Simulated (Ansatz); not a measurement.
PbTe (rock salt)

```yaml
crystal:
  lattice:
    - [0.00000, 3.28451, 3.28451]
    - [3.28451, 0.00000, 3.28451]
    - [3.28451, 3.28451, 0.00000]
  atoms:
    - { symbol: Te, position: [0.00000, 0.00000, 0.00000] }
    - { symbol: Pb, position: [0.50000, 0.50000, 0.50000] }
```

The slice is a {110} plane (indices of the conventional cell) through the point (0.000, 0.000, 0.000) (fractional), spanned by u = [100] and v = [1 -1 -1] in vectors of this cell: u (4.64 Å) and v (6.57 Å, at 90° to u). It covers one period; positions are fractions (u, v).

Method: PBE (plane waves to 420 eV, PAW, scalar-relativistic; Ansatz, a first-principles code). k mesh 9×9×9. These are valence fields of a PAW run, semicore shells included where kept as valence: close to a nucleus they are smooth pseudo fields. PbTe was relaxed with its symmetry unable to fall. Spin-orbit coupling is left out, though Pb and Te are heavy.

Task: What is the valence density on the shortest Te–Pb line in this plane (3.28 Å), at its minimum between the atoms?

Result: 0.18 e/Å³.

Task: What is the ELF at the density minimum of the shortest Te–Pb line in this plane (3.28 Å)?

Result: 0.3.

Task: The ELF has a maximum in the middle third of the Te–Pb line. Where, and how high?

Result: 0.64, 1.3 Å from Te.

Task: Predict the map of the electron localisation function (ELF) on the slice.

Result: 
```
|xx.+#@@#-. .-#@@#+.x|
|x.=*%@@*:   :*@@%*=.|
|++*#@@%+:   :+%@@#*+|
|##%@@@#=.   .=#@@@%#|
|@@@@@#=:     :=#@@@@|
|%%%#*=:.     .:=*#%%|
|+==-:..       ..:-==|
|---:..         ..:--|
|===-:.         .:-==|
|**++=-.       .-=++*|
|=+**+=:.     .:=+**+|
|x.=*+=-.     .-=+*=.|
|xx.+*+-.     .-+*+.x|
|xxx=*+-..   ..-+*=xx|
|xx.+*+-.     .-+*+.x|
|x.=*+=-.     .-=+*=.|
|=+**+=:.     .:=+**+|
|**++=-.       .-=++*|
|===-:.         .:-==|
|---:..         ..:--|
|+==-:..       ..:-==|
|%%%#*=:.     .:=*#%%|
|@@@@@#=:     :=#@@@@|
|##%@@@#=.   .=#@@@%#|
|++*#@@%+:   :+%@@#*+|
|x.=*%@@*:   :*@@%*=.|
|xx.+#@@#-. .-#@@#+.x|
|xxx+#@@#-. .-#@@#+xx|
```
Scale: ten equal steps from 0.02 (start of ' ') to 0.68 (end of '@'), in the order ' .:-=+*#%@'. Values: electron localisation function (ELF). The map has 20 points along u (one character each, u = 0 at the left) and 28 along v (v = 0 in the bottom row). Points within 0.5 Å of a nucleus are blanked (x), as the pseudised field means little there.
